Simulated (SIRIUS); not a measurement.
Worked example: self-consistent single point of GaN (P6_3mc, 4 atoms in the cell; from Materials Project mp-804, changed as shown) in SIRIUS.

Method: PBE, PseudoDojo 0.5 standard norm-conserving PBE (tails mended) pseudopotentials (plane waves; SIRIUS 7.12.0).

The change in words: volume scaled by 1.02. Reference geometry (P6_3mc):
```
CELL_PARAMETERS angstrom
      3.22752     0.00000     0.00000
     -1.61376     2.79511     0.00000
      0.00000     0.00000     5.25519
ATOMIC_POSITIONS crystal
  Ga 0.66667 0.33333 0.49908
  Ga 0.33333 0.66667 0.99908
  N  0.66667 0.33333 0.87592
  N  0.33333 0.66667 0.37592
```

Reference input (self-consistent single point, DFT, PBE, plane waves, PseudoDojo 0.5 standard norm-conserving PBE (tails mended) pseudopotentials): parameters.ngridk = 6 6 3; parameters.xc_functionals = [XC_GGA_X_PBE, XC_GGA_C_PBE]; parameters.gk_cutoff = 9.165 1/bohr; parameters.pw_cutoff = 18.331 1/bohr; parameters.smearing = gaussian; parameters.smearing_width = 0.000734986 Ha; potentials = PseudoDojo 0.5 standard norm-conserving PBE (tails mended) pseudopotentials; parameters.electronic_structure_method = pseudopotential; parameters.num_bands = 22; parameters.num_mag_dims = 0; parameters.num_dft_iter = 100; parameters.energy_tol = 1e-07 Ha. This run's input differs from it in these lines:

```diff
@@ -32,7 +32,7 @@
     "lattice_vectors": [
-      [1.0000000497, 0.0, 0.0],
-      [-0.5000000248, 0.8660251843, 0.0],
-      [0.0, 0.0, 1.6282454559]
+      [1.0000000144, 0.0, 0.0],
+      [-0.5000000072, 0.8660251066, 0.0],
+      [0.0, 0.0, 1.6282452837]
     ],
-    "lattice_vectors_scale": 6.099121,
+    "lattice_vectors_scale": 6.139516,
     "atom_coordinate_units": "lattice",
```

Log, with long lists cut:

```
[find] density tolerance         : 1e-06
[find] total energy tolerance    : 1e-07
[find] iter_solver_tol (initial) : 0.01
[find] iter_solver_tol (target)  : 1e-13
[find] num_dft_iter              : 100
Charges and magnetic moments
--------------------------------------------------------------------------------
total charge          : 36.000000
[find] | SCF iteration   0 out of 100|
[diagonalize] iterative solver tolerance (occupied, empty): 0.01 0.01
[diagonalize] average number of iterations: 2.5
[find] Charges and magnetic moments
[find] total charge          : 36.000000
[find] Energy
   [... lines left out ...]

[find] Charges and magnetic moments
[find] total charge          : 36.000000
[find] Energy
[find] smearing (-TS)                 :      -0.00000000
[find] Total energy                   :    -173.76008721 (Ha),    -347.52017442 (Ry)
[find] Free energy (E-TS)             :    -173.76008721 (Ha),    -347.52017442 (Ry)
[find] band gap (eV)                  :       1.56008762
[find] Efermi                         :       0.36987200
[find] iteration : 18, RMS (target) : 8.5712e-07 (1.0000e-06) , energy difference (target) : -2.4465e-10 (1.0000e-07)
[find] bands are converged : true
[find] iterative solver converged : false
[find] converged after 19 SCF iterations!
[find] Charges and magnetic moments
[find] total charge          : 36.000000
[find] Energy
[find] smearing (-TS)                 :      -0.00000000
[find] Total energy                   :    -173.76008721 (Ha),    -347.52017442 (Ry)
[find] Free energy (E-TS)             :    -173.76008721 (Ha),    -347.52017442 (Ry)
[find] band gap (eV)                  :       1.56008762
[find] Efermi                         :       0.36987200
[ground_state] === stress tensor components [kbar] ===
[ground_state] === stress_total ===
[ground_state]    44.383805    0.000000    0.000000
[ground_state]     0.000000   44.383837   -0.000000
[ground_state]     0.000000   -0.000000   43.389947
[ground_state] ==== total Forces in Ha/bohr =====
[ground_state] atom:    0, force:      -0.0000000      0.0000000     -0.0000206
[ground_state] atom:    1, force:       0.0000000      0.0000000     -0.0000206
[ground_state] atom:    2, force:       0.0000000     -0.0000000      0.0000197
[ground_state] atom:    3, force:      -0.0000000      0.0000000      0.0000197
```

The run converged in 19 iterations. SIRIUS prints the stress tensor with tension positive. Against the reference run the free energy rises by 4.2 meV/atom, the pressure goes from -1.24 to -4.41 GPa and the largest force moves little (0.002 to 0.001 eV/Å).

The structure comes from a collection of computed structures, made at another level of theory; the collection holds predicted forms beside known ones. Its lattice was then scaled.

Cost on one core: very roughly 21 core-seconds.

The gap that the log prints is read on the run's mesh, which can miss the band edges or a crossing.

“Tails mended”: in these copies of the files the far tail of each local potential was reset to the Coulomb form.
